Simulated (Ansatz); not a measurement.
A geometry of AlRu away from equilibrium: step 2 of the relaxation of a relaxed AlRu cell, doubled along one cell vector, shaken by Gaussian noise of σ = 0.08 Å a coordinate. Calculation: r2SCAN (plane waves to 500 eV, PAW, scalar-relativistic; Ansatz, a first-principles code). Γ-centred k-mesh 11×6×11 on the run's cell (coarser than for final values), Fermi–Dirac smearing 0.05 eV.

```
CELL_PARAMETERS angstrom
      2.97680    -0.00151    -0.00174
     -0.00303     5.97721    -0.00141
     -0.00174    -0.00070     2.94928
ATOMIC_POSITIONS crystal
  Al 0.00814 0.00158 0.99979
  Al 0.02357 0.50282 0.98217
  Ru 0.51181 0.25188 0.47537
  Ru 0.51220 0.75391 0.46834
```

**Question.** Which atoms carry the largest force, and which way does it point?

**Answer.** 0.73 eV/Å, on Al1 (atoms numbered as listed); on Al1 its components are (0.11, 0.10, -0.72).

**Question.** What is the pressure?

**Answer.** +2.9 GPa, compression positive.

No spin polarisation in the result.
